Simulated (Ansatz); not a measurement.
Input:

Si:
```cif
data_Si8
_chemical_formula_sum 'Si8'
_space_group_name_H-M_alt 'Fd-3m :1'
_space_group_IT_number 227
_space_group_name_Hall 'F 4d 2 3 -1d'
_cell_length_a 5.42898
_cell_length_b 5.42898
_cell_length_c 5.42898
_cell_angle_alpha 90.000
_cell_angle_beta 90.000
_cell_angle_gamma 90.000
loop_
_atom_site_label
_atom_site_type_symbol
_atom_site_symmetry_multiplicity
_atom_site_Wyckoff_symbol
_atom_site_fract_x
_atom_site_fract_y
_atom_site_fract_z
_atom_site_occupancy
Si1 Si 8 a 0.00000 0.00000 0.00000 1
```
(The calculation used a cell of 2 atoms; values per cell refer to that cell.)

This is the r²SCAN+D4-relaxed structure.

**Question.** All from r²SCAN+D4 in the plane-wave PAW code Ansatz, unless another level is named. Predict the smallest direct gap on the standard path.

**Answer.** 2.74 eV.

**Question.** Predict the valence-band maximum.

**Answer.** at Γ.

**Question.** Next, the conduction-band minimum?

**Answer.** on the Γ–X line, 84 % of the way from Γ (6 equivalent valleys).

The cell was relaxed with r²SCAN+D4 under the symmetry of its start.

Potentials: the later of the program's two PAW sets.
